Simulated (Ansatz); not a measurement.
**Fitting the PBE energy curve of Mg3Mn**

```cif
data_structure
_symmetry_space_group_name_H-M 'Pm-3m'
_symmetry_Int_Tables_number 221
_cell_length_a 4.2976
_cell_length_b 4.2976
_cell_length_c 4.2976
_cell_angle_alpha 90.000
_cell_angle_beta 90.000
_cell_angle_gamma 90.000
_cell_volume 79.37
loop_
_atom_site_label
_atom_site_type_symbol
_atom_site_symmetry_multiplicity
_atom_site_Wyckoff_symbol
_atom_site_fract_x
_atom_site_fract_y
_atom_site_fract_z
_atom_site_occupancy
Mn1 Mn 1 a 0.00000 0.00000 0.00000 1
Mg1 Mg 3 c 0.00000 0.50000 0.50000 1
```

The cell comes from a database or a generator and needn't be the stable form of this composition.

The cell was scaled at fixed shape and fractions and run with Ansatz, Ansatz PAW, cutoff 420 eV; PBE, k mesh 6 × 6 × 6 on the cell of 4 atoms, fermi-dirac occupations of 0.05 eV, collinear spin, ferromagnetic start, no spin-orbit coupling. Energies are those that the program minimises, any entropy of the smearing included. For a metal such a mesh isn't converged to the digits shown. The magnetic state is the one that the start led to, which needn't be the lowest.

```csv
V (Å³/atom),energy over the lowest row (meV/atom)
18.6525,8.983
19.0494,?
19.4462,0.580
19.8431,0.000
20.2399,1.452
20.6368,4.751
21.0337,9.733
```

Fit the third-order Birch-Murnaghan form, give V0, B0 and B′, and predict the energy left open.

With y = (V0/V)^(2/3), E = E0 + (9 V0 B0/16) [(y - 1)³ B′ + (y - 1)² (6 - 4y)]. Least squares through the rows shown give V0 = 19.7540 Å³/atom, E0 = -0.065 meV, B0 = 42.48 GPa (1 eV/Å³ = 160.218 GPa) and B′ = 4.50, with a largest miss of 0.012 meV. At V = 19.0494 the form with these constants gives 3.496 meV; the run gave 3.460 meV an atom.
